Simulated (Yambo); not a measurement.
## Mg$_{2}$VN$_{3}$: sweep of GW parameters

G0W0@PBEsol for Mg2VN3 (space group Cmc2_1, No. 36) in Yambo. Reference settings: 2×2×2 Γ-centred k mesh, bands 17 to 288 and a 8 Ry block in the screening, 288 bands in G with the Bruneval-Gonze terminator, plasmon pole fitted at 27.2 eV. The PBEsol gap (0, 0, -0.5) → (-0.5, -0.5, 0) on this mesh is 1.88 eV; G0W0 gaps are taken between the same points.

```csv
change from the reference,"G0W0 gap (0, 0, -0.5) → (-0.5, -0.5, 0) (eV)",shift of the valence edge (eV),rough Yambo cost
reference settings,3.26,-0.27,1
"120 bands in W, 120 bands in G",3.20,-0.06,about 1/3
"192 bands in W, 192 bands in G",3.23,-0.19,within a factor of two
120 bands in G,3.21,-0.24,–
192 bands in G,3.24,-0.26,–
3 Ry block,3.48,0.04,about 1/2
7 Ry block,3.26,-0.23,within a factor of two
pole fitted at 55 eV,3.31,-0.37,–
no random integration,3.21,-0.03,–
"192 bands in G, no terminator",3.37,0.07,–
```

The reference isn't shown to be the converged limit. Costs are rough (shared machines), scaled to the same edge states, and given only for runs that recompute the screening.

The 3d shell has no Hubbard U; the runs are without spin polarisation, and magnetic order was not tried.

Geometry of the Materials Project entry, not relaxed at this level; primitive cell a = 5.7247 Å, b = 5.7247 Å, c = 5.0431 Å, α = 90.00°, β = 90.00°, γ = 60.87°.

The structure is a Materials Project entry; no match was found in the copy of COD used, and its stability was not checked.

A shift is the quasiparticle energy of the state minus its PBEsol energy.
